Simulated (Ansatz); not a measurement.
Consider the following.

Sb:
```cif
data_Sb2
_chemical_formula_sum 'Sb2'
_space_group_name_H-M_alt 'P 1'
_space_group_IT_number 1
_cell_length_a 4.60100
_cell_length_b 4.60100
_cell_length_c 4.60100
_cell_angle_alpha 56.779
_cell_angle_beta 56.779
_cell_angle_gamma 56.779
loop_
_space_group_symop_operation_xyz
  'x, y, z'
loop_
_atom_site_label
_atom_site_type_symbol
_atom_site_fract_x
_atom_site_fract_y
_atom_site_fract_z
_atom_site_occupancy
Sb1 Sb 0.26732 0.26732 0.26732 1
Sb2 Sb 0.73268 0.73268 0.73268 1
```

This is the PBE-relaxed structure.

Task: All from DFT-PBE in the program Ansatz with PAW potentials, unless another level is named. Predict the electronic character.

Result: no gap, with almost no states at the Fermi level (zero-gap or semimetallic).

Task: Give the gap with spin–orbit coupling.

Result: none (metallic).

Space group R-3m (A7 (α-As type)). The cell was relaxed with PBE under the symmetry of its start. Spin–orbit coupling is left out wherever it is not named.

Potentials: the earlier of the program's two PAW sets.
